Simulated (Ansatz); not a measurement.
ZrGe:
```yaml
crystal:
  lattice:
    - [6.31664, 0.00000, 0.00000]
    - [-3.15832, 5.47037, 0.00000]
    - [0.00000, 0.00000, 4.04946]
  atoms:
    - { symbol: Zr, position: [0.50000, 0.00000, 0.00000] }
    - { symbol: Zr, position: [0.50000, 0.50000, 0.00000] }
    - { symbol: Zr, position: [0.00000, 0.50000, 0.00000] }
    - { symbol: Ge, position: [0.00000, 0.00000, 0.00000] }
    - { symbol: Ge, position: [0.33333, 0.66667, 0.50000] }
    - { symbol: Ge, position: [0.66667, 0.33333, 0.50000] }
```

Relaxed with HSE06. Special points in fractions of this cell's reciprocal vectors: Γ (0.000, 0.000, 0.000); M (0.500, 0.000, 0.000); K (0.333, 0.333, 0.000); A (0.000, 0.000, 0.500); L (0.500, 0.000, 0.500); H (0.333, 0.333, 0.500).

List the band energies nearest the Fermi level at these points for DFT-HSE06 in the program Ansatz with PAW potentials.

In eV from the Fermi level; about four levels below and three above (degenerate sets whole), none deeper than 8.9 eV; points with the same levels are listed once.

```tsv
k	below	above
Γ	-2.25 -2.25 -0.89 -0.89 -0.03	0.94 0.94 2.30
M	-1.73 -1.69 -1.20 -0.86	0.59 1.12 2.02
K	-2.58 -2.58 -1.60 -1.60 -1.39	0.06 0.06 0.54
A	-1.31 -1.31 -0.78 -0.78 -0.77	1.73 2.16 2.16
L	-1.99 -1.39 -1.23 -0.12	0.46 0.70 2.30 2.31
H	-2.12 -2.12 -0.82 -0.31	0.55 1.71 1.71
```

Space group P6/mmm. A made-up cell: these elements were put on the sites of a structure type; neither database checked (COD, Materials Project) lists it. Its standing as an ambient phase is unchecked. Symmetry was held in the HSE06 relaxation; its stability against distortions is not shown here. The run is not spin-polarised. The hybrid run found no gap, on a coarse k-mesh. Scalar-relativistic: spin–orbit coupling is off unless named, which matters more the heavier the elements.

Potentials: the later of the program's two PAW sets.
